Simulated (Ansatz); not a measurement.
Relaxed-ion elastic tensor of VBiO$_{4}$ in space group I4_1/a (No. 88; V on 4b, Bi on 4a, O on 16f) in GPa (Voigt order), LDA (plane waves, PAW; program Ansatz); density 7.34 g/cm³, 12.21 Å³ per atom.

```tsv
	1	2	3	4	5	6
1	225	134	110	0.0	0.0	-23.5
2	134	225	110	0.0	0.0	23.5
3	110	110	200	0.0	0.0	0.0
4	0.0	0.0	0.0	50.9	0.0	0.0
5	0.0	0.0	0.0	0.0	50.9	0.0
6	-23.5	23.5	0.0	0.0	0.0	74.2
```

### Question
Is the crystal mechanically stable?

### Answer
Yes: the smallest eigenvalue of C is 48.6 GPa.

### Question
Work out the Voigt, Reuss and Hill averages.

### Answer
K_V = 151, K_R = 149, K_H = 150; G_V = 55.0, G_R = 49.8, G_H = 52.4 GPa.

### Question
Give Young's modulus, Poisson's ratio, Pugh's ratio and the universal anisotropy index.

### Answer
E = 9KG/(3K + G) = 141 GPa; ν = 0.34; K/G = 2.87 (ductile by the Pugh limit of 1.75); A_U = 5G_V/G_R + K_V/K_R − 6 = 0.53.

### Question
Estimate the sound speeds and the Debye temperature.

### Answer
v_l = √((K + 4G/3)/ρ) = 5470 m/s, v_t = √(G/ρ) = 2670 m/s, mean 3000 m/s; Θ = (h/k)(3n/4πV)^(1/3) v_m = 388 K.

### Question
Solve the Christoffel equation for the three sound speeds along x, y, z.

### Answer
Eigenvalues of C_ijkl n_j n_l equal ρv². In km/s, slowest first: x 2.63, 3.10, 5.58; y 2.63, 3.10, 5.58; z 2.63, 2.63, 5.22.

### Question
How much does each axis shrink under pressure?

### Answer
Linear compressibilities β_i = Σ_j S_ij (j = 1 to 3): x 1.9, y 1.9, z 2.9 per TPa.

The LDA relaxation kept the symmetry of its start; of distortions, only those at the zone centre were tested. The run is not spin-polarised. No Hubbard U is applied. Scalar-relativistic: spin–orbit coupling is off unless named, which matters more the heavier the elements.

Potentials: the later of the program's two PAW sets.
